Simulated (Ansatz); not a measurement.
LaN:
```
LaN
1.0
    0.00000     2.80226     2.80226
    2.80226     0.00000     2.80226
    2.80226     2.80226     0.00000
N La
1 1
Cartesian
  1.40113   1.40113   1.40113
  0.00000   0.00000   0.00000
```

Cartesian axes are those of the cell as given.

**Question.** Give the proper piezoelectric stress tensor with relaxed ions from r²SCAN in the plane-wave PAW code Ansatz.

**Answer.** In C/m², rows x, y, z, Voigt columns; mesh uncertainty up to 0.03.
```
 0.00   0.00   0.00  -0.34   0.00   0.00
 0.00   0.00   0.00   0.00  -0.34   0.00
 0.00   0.00   0.00   0.00   0.00  -0.34
```

The elastic tensor of the same run (GPa):

```
 101  84.1  84.1   0.0   0.0   0.0
84.1   101  84.1   0.0   0.0   0.0
84.1  84.1   101   0.0   0.0   0.0
 0.0   0.0   0.0  30.9   0.0   0.0
 0.0   0.0   0.0   0.0  30.9   0.0
 0.0   0.0   0.0   0.0   0.0  30.9
```

**Question.** Convert to strain constants d = e·S.

**Answer.** In pC/N:
```
  0.0    0.0    0.0  -11.1    0.0    0.0
  0.0    0.0    0.0    0.0  -11.1    0.0
  0.0    0.0    0.0    0.0    0.0  -11.1
```

Space group F-43m (zinc blende). The start of the workflow was typed in or built on a structure type; neither database checked (COD, Materials Project) lists it. COD files the formula under space group No. 225. Whether it is the stable phase at ambient conditions was not checked. The r²SCAN relaxation kept the symmetry of its start; whether a distortion lowers the energy is not shown. Signs of piezoelectric constants follow the polarity of the cell as given. Spin–orbit coupling is left out wherever it is not named.

Potentials: the earlier of the program's two PAW sets.
